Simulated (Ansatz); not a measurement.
## Structure relaxation, Hf

The start is a generated cell, Hf built in the AFLOW prototype A_hR2_166_c (A7, as in As). The structure is fully relaxed (lattice and positions, P = 0) with PBEsol (plane waves to 420 eV, PAW, scalar-relativistic; Ansatz, an electronic-structure program). First-step values are on the input's coarse k-mesh.

Ansatz input (later rounds restart from its end on a renewed k-mesh):
Ansatz 0.2 input:
```yaml
crystal:
  lattice:
    - [1.9119039, 1.1038382, 3.5453921]
    - [-1.9119039, 1.1038382, 3.5453921]
    - [0, -2.2076764, 3.5453921]
  atoms:
    - { symbol: Hf, position: [0.22754, 0.22754, 0.22754] }
    - { symbol: Hf, position: [0.77246, 0.77246, 0.77246] }
basis: { ecutwfc: 420, ecutrho_ratio: 4, xc_grid: 2, fft_grid_basis: typed }
kpoints: { mp_grid: { grid: [10, 10, 10] } }
hamiltonian:
  xc: pbesol
  dispersion: none
  pseudopotentials: { kind: paw }
scf: { occupations: { method: fermi_dirac, width: 0.05 } }
relax: { f_tol: 0.01, max_steps: 100, cell: { stress_tol: 0.02 } }
output: { forces: true, stress: true }
```

Problem. What symmetry does the relaxed structure have?

Solution. The space group goes from R-3m (No. 166) to Fm-3m (No. 225); the end is fcc (Cu type), with 1 atom in the primitive cell.

Problem. How does the volume change?

Solution. -3.9 %, from 22.45 to 21.57 Å³/atom.

Problem. Is the relaxed structure metallic? Give its gap.

Solution. No gap (metallic).

Final values are on a 18×18×18 k-mesh of the relaxed cell. The start holds a very short contact (Hf–Hf 2.56 Å). No spin polarisation in the result.

The run could not lose the symmetry of its start; a randomly shaken copy of 2 atoms returns to this structure.

The relaxed structure here is a generated cell of Hf: the first start was made by placing the elements on the sites of a structure type, and the end was not matched to a known phase here, so it may be hypothetical. Known forms of Hf include space group No. 194.
